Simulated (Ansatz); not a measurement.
Two states of SrCrF$_{6}$

```
Sr F Cr
1.0
     3.54127    2.04455    2.27916
    -3.54127    2.04455    2.27916
     0.00000   -4.08911    2.27916
Sr F Cr
1 6 1
Direct
  0.50000 0.50000 0.50000
  0.26300 0.88800 0.26300
  0.26300 0.26300 0.88800
  0.88800 0.26300 0.26300
  0.73700 0.11200 0.73700
  0.11200 0.73700 0.73700
  0.73700 0.73700 0.11200
  0.00000 0.00000 0.00000
```

The numbers come from plane-wave PAW DFT (Ansatz): r2SCAN, with U_eff = 2.97 eV on Cr d (atomic projectors), 500 eV, 5×5×5 Γ-centred k points, methfessel-paxton occupations (width 0.0115 eV). Nothing was relaxed.

State A: no moments (no spin polarisation). State B: Cr8 up (collinear spin).

**Question.** Compare the two self-consistent states.

**Answer.** State B is lower by 226.9 meV an atom at zero smearing.

| state | free energy (meV/atom) | largest moment in a small sphere (μB) | net moment (μB/cell) | gap on mesh (eV) | pressure (GPa) | largest force (eV/Å) |
| --- | --- | --- | --- | --- | --- | --- |
| A | 226.9 | 0.00 | 0.00 | 0.62 | 3.7 | 0.89 |
| B | 0.0 | 1.64 | 2.00 | 1.00 | 4.7 | 1.31 |

Origin: a database entry at a rescaled volume. Caveats: the state breaks the symmetry of the cell; an odd or shifted mesh can miss the band edges, so this level's true gap may be smaller.
